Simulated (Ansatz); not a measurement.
WO3:
```xyz
4
Lattice="3.7993 0.0000 0.0000 0.0000 3.7993 0.0000 0.0000 0.0000 3.7993" Properties=species:S:1:pos:R:3 pbc="T T T"
W      0.0000     0.0000     0.0000
O      0.0000     0.0000     1.8997
O      1.8997     0.0000     0.0000
O      0.0000     1.8997     0.0000
```

Relaxed with PBEsol. Special points in fractions of this cell's reciprocal vectors: Γ (0.000, 0.000, 0.000); X (0.000, 0.500, 0.000); M (0.500, 0.500, 0.000); R (0.500, 0.500, 0.500).

List the band energies nearest the valence-band maximum at these points for plane-wave PAW PBEsol with spin–orbit coupling (Ansatz code).

In eV from the valence-band maximum; about four levels below and three above (degenerate sets whole), none deeper than 8.9 eV; points with the same levels are listed once.

```csv
k,below,above
Γ,-0.97 -0.97 -0.97 -0.97,0.39 0.39 0.39 0.39
X,-1.12 -1.12 -1.02 -1.02,0.61 0.61 3.97 3.97
M,-1.92 -1.92 -0.02 -0.02,3.97 3.97 4.26 4.26
R,0.00 0.00 0.00 0.00,5.36 5.36 5.36 5.36
```

Space group Pm-3m (ReO3 type). The first step of the workflow began from a Materials Project structure, measured or hypothetical; the Crystallography Open Database copy checked does not list it. COD files the formula under space group No. 2, 14, 62, 129, 130, 191, so this cell is another polymorph or a model. Whether it is the stable phase at ambient conditions was not checked. The cell was relaxed with PBEsol under the symmetry of its start; whether a distortion lowers the energy is not shown. No spin polarisation was allowed. No Hubbard U is applied.

Potentials: the later of the program's two PAW sets.
